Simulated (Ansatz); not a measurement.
## A vibration from a frozen displacement in BeCo

Level of theory: DFT PBEsol, scalar-relativistic, plane waves, PAW in Ansatz. The runs took a 420 eV cutoff, a Γ-centred 18×18×18 mesh and Gaussian smearing (0.15 eV). Collinear spins, started from moments 0.0, 0.5 μB in atom order; the magnetic state may not be the lowest. Energies are free energies at this smearing, counted from the undisturbed cell; pressure is positive in compression.

Reference structure (as given, not relaxed at this level; it stands at -9.0 GPa, and it needn't be the usual structure):

```
CELL_PARAMETERS angstrom
2.60600 0.00000 0.00000
0.00000 2.60600 0.00000
0.00000 0.00000 2.60600
ATOMIC_POSITIONS crystal
Be 0.00000 0.00000 0.00000
Co 0.50000 0.50000 0.50000
```

Every Be atom is moved by x along the Cartesian unit vector (0.000, 1.000, 0.000); the cell and all other atoms stay fixed. The cell's volume is 17.70 Å³; the moved atoms weigh 9.012 u together and the others 58.933 u. Some rows repeat others by symmetry and weren't run.

```csv
x (Å),ΔE (meV/cell),total force on the moved atoms along the move (eV/Å),pressure (GPa)
-0.5000,865.17,3.2162,8.9941
-0.4375,673.15,2.9199,5.1238
-0.3750,501.13,2.5778,1.5940
-0.3125,351.70,2.1983,-1.5158
-0.2500,226.95,1.7897,-4.1408
-0.1875,128.44,1.3595,-6.2258
-0.1250,57.33,0.9142,-7.7431
-0.0625,14.37,0.4594,-8.6611
0.0000,0.00,0.0000,-8.9698
0.0625,14.37,-0.4594,-8.6611
0.1250,57.33,-0.9142,-7.7431
0.1875,128.44,-1.3595,-6.2258
0.2500,226.95,-1.7897,-4.1408
0.3125,351.70,-2.1983,-1.5158
0.3750,501.13,-2.5778,1.5940
0.4375,673.15,-2.9199,5.1238
0.5000,865.17,-3.2162,8.9941
```

Question: What frequency belongs to this motion?

Answer: The force constant is k = −dF/dx = 7.350 eV/Å², from the parabola through x = -0.0625, 0 and 0.0625. In every cell the moved atoms swing against the rest, so the mass is μ = m₁m₂/(m₁ + m₂) = 7.817 u, and ν̃ = 521.5 cm⁻¹ × √(|k|/μ) = 506 cm⁻¹, at this cell's pressure of -9.0 GPa. To first order in x, and within 1 %, the force on every atom lies along the move and, within each of the two groups, in proportion to the atom's mass, so this is itself a mode at the zone centre of this cell.

Question: How far does the harmonic law reach?

Answer: At x = -0.500 Å, kx²/2 = 918.80 meV against the computed 865.17 meV (-5.8 %): the well is still close to harmonic there.

Question: The pressure changes with x². What does that say about the frequency under compression?

Answer: With E = k(V)x²/2, k ∝ V^(−2γ) and x scaling with the cell as V^(1/3), P − P0 = −∂E/∂V = (2γ − 2/3) ΔE/V. At x = 0.1250 Å, V(P − P0) = 17.70 × 1.22672 / 160.2 eV = 135.51 meV and ΔE = 57.33 meV, so γ = 1/3 + V(P − P0)/(2ΔE) = 1.52. This is the Grüneisen parameter of the motion under uniform scaling of the cell: shrinking the cell evenly by 1 % in volume raises the frequency by about 1.52 %.

In a metal these slopes depend on the k mesh and the smearing.